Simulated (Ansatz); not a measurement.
# ZrVSi: how the axes shrink under pressure

ZrVSi, P4/nmm, a = 3.649 Å, c = 7.178 Å. The structure is a COD entry; whether it is the stable form wasn't checked. Ansatz: PBEsol, PAW, 420 eV, Γ-centred 10×10×6 mesh on 6 atoms, Gaussian smearing 0.10 eV; no spin polarisation. Cell and atoms are relaxed at each pressure, and no other structure is tried, so the rows at high pressure may lie past a change of phase. y = 100 ln(c/c0) with c0 = 7.1776 Å, so nearly a change in per cent. The pressures are the targets, met within 0.04 GPa.

| P (GPa) | y | 100 ln(a/a0) |
| --- | --- | --- |
| -2.0 | ? | ? |
| 0.0 | 0.00 | 0.00 |
| 2.0 | -0.36 | -0.41 |
| 5.0 | -0.87 | -0.99 |
| 10.0 | -1.65 | -1.88 |
| 20.0 | -3.01 | -3.46 |
| 40.0 | -5.18 | -6.00 |

Q: Fit y = c1 P + c2 P² to the other rows, give the linear compressibility along c, and predict the missing y.

A: Least squares on the rows shown. y = −0.1744 P + 0.001127 P². The linear compressibility along c is −c1/100 = 1.74 per TPa, against 1.99 along a from the same fit to the last column (its missing entry is 0.43): the crystal is about as stiff along both at low pressure. The runs next to zero pressure give 1.86 and 2.09, so a parabola over the whole range misstates the start. With a term in P³ added, the coefficient of P becomes -0.1828, 5 % more, which shows how far this figure hangs on the form. At P = -2.0 the fit asked for gives 0.35. The run gave 0.38, so the fit is 0.03 too low, within twice the rms miss on the fitted rows (0.02).